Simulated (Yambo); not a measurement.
Yambo run on KF (rock salt, space group Fm-3m, No. 225). The wavefunctions come from this Quantum ESPRESSO step (PBEsol, PseudoDojo standard norm-conserving files, scalar-relativistic):

```
&CONTROL
  calculation = 'nscf'
  pseudo_dir = './pseudo'
  outdir = './out'
/
&SYSTEM
  ibrav = 0
  nat = 2
  ntyp = 2
  ecutwfc = 84.0
  ecutrho = 336.0
  occupations = 'fixed'
  force_symmorphic = .true.
  nbnd = 142
/
&ELECTRONS
  conv_thr = 2e-09
  diago_full_acc = .true.
  diago_thr_init = 1e-08
/
ATOMIC_SPECIES
F 18.9984 F.upf
K 39.0983 K.upf
CELL_PARAMETERS angstrom
  0.000000000000   2.650917285000   2.650917285000
  2.650917285000   0.000000000000   2.650917285000
  2.650917285000   2.650917285000   0.000000000000
ATOMIC_POSITIONS crystal
F   0.500000000000   0.500000000000   0.500000000000
K   0.000000000000   0.000000000000   0.000000000000
K_POINTS automatic
4 4 4 0 0 0
```

Yambo input:

```
rim_cut
gw0
dyson
el_el_corr
HF_and_locXC
ppa
em1d
RandQpts= 1000000
RandGvec= 1 Ry
EXXRLvcs= 84 Ry
VXCRLvcs= 336 Ry
Chimod= "HARTREE"
% BndsRnXp
 1 | 140 |
%
NGsBlkXp= 14 Ry
% LongDrXp
 1.0 | 1.0 | 1.0 |
%
PPAPntXp= 27.2114 eV
% GbndRnge
 1 | 140 |
%
GTermKind= "BG"
DysSolver= "n"
ExtendOut
% QPkrange
 1 | 1 | 8 | 9 |
 3 | 3 | 8 | 9 |
 7 | 7 | 8 | 9 |
 8 | 8 | 8 | 9 |
%
```

k points by index: 1 = Γ, 3 = L, 7 = X, 8 = W.

Table of the .qp output:

```
#    K-point    Band    Eo [eV]    E [eV]    E-Eo [eV]    Vxc [eV]    Vnlxc [eV]    Sc|Eo [eV]    Sc|E [eV]    dSc/dw|Eo [eV]    Re(Z)    Im(Z)
#
    1    8    0.000000    -2.712659    -2.712659    -21.67158    -29.47624    4.451110    5.092007    -6.428698    0.808896    -0.001065
    1    9    6.181482    7.312149    1.130667    -8.326334    -4.163997    -2.903048    -3.031670    -3.095353    0.897865    -0.575101E-3
    3    8    -0.374060    -3.124291    -2.750231    -20.86997    -28.66932    4.403110    5.049120    -6.391452    0.809793    -0.001080
    3    9    9.087609    10.88125    1.793638    -11.56279    -6.753481    -2.775771    -3.015669    -3.639432    0.882031    -0.430640E-3
    7    8    -0.049423    -2.785317    -2.735894    -21.51283    -29.28156    4.391063    5.032840    -6.382860    0.810000    -0.001057
    7    9    8.145995    9.853772    1.707777    -8.666225    -3.775565    -2.992070    -3.182883    -3.040282    0.899500    -0.571357E-3
    8    8    -0.154635    -2.925490    -2.770855    -21.14208    -28.83895    4.283504    4.926015    -6.309540    0.811772    -0.001053
    8    9    9.731298    11.52938    1.798087    -10.04500    -4.968277    -3.055898    -3.278636    -3.370678    0.889782    -0.668591E-3
```
(The two width columns are left out.) Convergence of these settings isn't established.

Geometry relaxed with PBEsol.
